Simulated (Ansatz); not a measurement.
Problem. Free-standing sheets of MoAs4Si2, MA2Z4 (prismatic core, outer Z over the empty site)-type layer and Hf2CO2, M2XT2 MXene (fcc sites)-type layer are relaxed with PBE (plane waves, PAW; program Ansatz). Aligned at the vacuum level, what band offsets and what type of junction result?

Solution. MoAs4Si2: VBM -4.84, CBM -4.23 eV; Hf2CO2: VBM -5.34, CBM -4.35 eV. Valence offset 0.50 eV (MoAs4Si2 higher), conduction offset 0.12 eV (Hf2CO2 lower): type II (staggered).

Mismatch of the primitive lattice constants: 3.618 against 3.274 Å, 10.5 %.

Natural alignment of Kohn–Sham levels: no interface dipole, strain or quasiparticle shift.

All cells were relaxed under the symmetry of their starts (and spin orders); stability against distortions was not tested throughout. Rows with no word on spin ran without spin polarisation. Scalar-relativistic: spin–orbit coupling is off unless named, which matters more the heavier the elements. Constructed layers (a layer type filled with these elements): MoAs4Si2, MA2Z4 (prismatic core, outer Z over the empty site)-type layer; Hf2CO2, M2XT2 MXene (fcc sites)-type layer.

Potentials: the earlier of the program's two PAW sets.

Edges and masses are those of Kohn–Sham bands, whose gap is no quasiparticle gap.
